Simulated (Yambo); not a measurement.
A G0W0@LDA run in Yambo for Ba₂ScNbO₆ (space group Fm-3m, No. 225) (2×2×2 Γ-centred k mesh, bands 3 to 219 and a 7 Ry block in the screening, 219 bands in G with the Bruneval-Gonze terminator, plasmon pole fitted at 27.2 eV) gives these matrix elements, in eV, at the band edges (Γ → Γ):

```
state               E0    <Vxc>     <Σx>  <Σc(E0)>      Z
---------------  -----  -------  -------  --------  -----
valence edge     0.000  -19.503  -24.612     4.590  0.770
conduction edge  2.616  -15.779   -9.741    -4.452  0.816
```

Solve the linearised quasiparticle equation for both states, give the gap, and say how exchange and correlation each act on it.

E = E0 + Z(Σx + Σc − Vxc). Valence: 0.000 + 0.770 × (-24.612 + (4.590) − (-19.503)) = -0.40 eV. Conduction: 2.616 + 0.816 × (-9.741 + (-4.452) − (-15.779)) = 3.91 eV. The gap is 4.31 eV, against 2.62 eV in LDA. Replacing Vxc by bare exchange alone would open it by 11.15 eV; correlation takes back 9.04 eV of that, and Z scales what is left. Nearest settings tried, and what they do to the gap: 174 bands in W, 174 bands in G: +20 meV; 6 Ry block (283 vectors against 331): -12 meV; 1×1×1 mesh: -91 meV. So the settings aren't converged at that level. The k mesh is coarse. Spin-orbit splittings are left out.

Geometry of the Materials Project entry, not relaxed at this level; primitive cell a = b = c = 5.861 Å, α = β = γ = 60.00°.

The structure is a Materials Project entry; no match was found in the copy of COD used, and its stability was not checked.
